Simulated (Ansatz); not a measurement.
TaSi$_{2}$:
```yaml
crystal:
  lattice:
    - [4.77987, 0.00000, 0.00000]
    - [-2.38993, 4.13949, 0.00000]
    - [0.00000, 0.00000, 6.55386]
  atoms:
    - { symbol: Ta, position: [0.00000, 0.50000, 0.33333] }
    - { symbol: Ta, position: [0.50000, 0.00000, 0.00000] }
    - { symbol: Ta, position: [0.50000, 0.50000, 0.66667] }
    - { symbol: Si, position: [0.84182, 0.68363, 0.00000] }
    - { symbol: Si, position: [0.15818, 0.84182, 0.66667] }
    - { symbol: Si, position: [0.31637, 0.15818, 0.33333] }
    - { symbol: Si, position: [0.15818, 0.31637, 0.00000] }
    - { symbol: Si, position: [0.84182, 0.15818, 0.66667] }
    - { symbol: Si, position: [0.68363, 0.84182, 0.33333] }
```

This is the r²SCAN-relaxed structure.

Question: All from DFT-r²SCAN in the program Ansatz with PAW potentials, unless another level is named. Predict the electronic character.

Answer: metallic (no gap).

Question: And the formation energy from the elements (no fitted shifts)?

Answer: -0.46 eV/atom.

Question: And the density of states at the Fermi level?

Answer: 0.32 states/eV per atom (mean over ±0.08 eV).

Question: And the gap with spin–orbit coupling?

Answer: none (metallic).

Space group P6_422. The workflow started from a Materials Project entry (that database holds measured and hypothetical structures alike); the Crystallography Open Database files this formula in space group No. 181, but the cells were not matched. Its standing as an ambient phase is unchecked. Symmetry was held in the r²SCAN relaxation; its stability against distortions is not shown here. The run is not spin-polarised. The references are the lowest solids computed at this level, not always the standard phases. Spin–orbit coupling is left out wherever it is not named.

Potentials: the later of the program's two PAW sets.
